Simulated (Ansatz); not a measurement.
MgS squeezed and stretched

A database entry relaxed whole under r2SCAN (Fm-3m):

```xyz
2
Lattice="0.0000 2.6025 2.6025 2.6025 0.0000 2.6025 2.6025 2.6025 0.0000" Properties=species:S:1:pos:R:3 pbc="T T T"
Mg    0.0000    0.0000    0.0000
S     2.6025    2.6025    2.6025
```

The cell was scaled uniformly, its shape held, and the atoms relaxed at each volume with plane-wave PAW DFT (Ansatz 0.2.0; r2SCAN, 500 eV, 10×10×10 Γ-centred mesh, fermi-dirac occupations of width 0.020 eV; no spin, no spin-orbit coupling). One row is withheld.

| volume (Å³/atom) | energy over the lowest (meV/atom) | pressure (GPa) | gap over mesh and path (eV) |
| --- | --- | --- | --- |
| 16.568 | 17.6 | 5.60 | 3.597 |
| 16.921 | 7.6 | 3.55 | 3.554 |
| 17.273 | ? | ? | ? |
| 17.626 | 0.0 | 0.01 | 3.468 |
| 17.978 | 1.7 | -1.51 | 3.426 |
| 18.331 | 6.5 | -2.88 | 3.383 |
| 18.684 | 14.3 | -4.13 | 3.341 |

**Question.** Fit the pressures of the other rows to the third-order Birch-Murnaghan form.

**Answer.** With f = [(V₀/V)^(2/3) − 1]/2 and P = 3B₀f(1 + 2f)^(5/2)[1 + 3(B₀′ − 4)f/2], least squares gives V₀ = 17.63 Å³ an atom, B₀ = 79.8 GPa and B₀′ = 4.0; the rows miss the fit by less than 0.01 GPa. The slope of the energies differs from these pressures by less than 0.05 GPa.

**Question.** How does the gap move with volume?

**Answer.** A parabola in ln(V/V₀) through the other rows has the slope dE_g/d ln V = -2.1 eV at V₀, so by B₀ the gap moves by +27 meV a GPa: it widens under pressure.

**Question.** What does the withheld row hold?

**Answer.** The fit gives 1.69 GPa at 17.273 Å³; the run gave 1.69 GPa and 1.8 meV an atom. Its gap is 3.511 eV, against 3.511 eV from the parabola.

Caveats: the shape of the cell was held; 0 K, fixed nuclei; the symmetry was kept, and this need not be the phase that is stable at 0 K; one mesh for all volumes; r2SCAN gaps lie as a rule under measured ones; the slope of the gap can be off by tens of per cent, more where shallow d levels or spin-orbit coupling act on the edges; pressure is positive in compression.
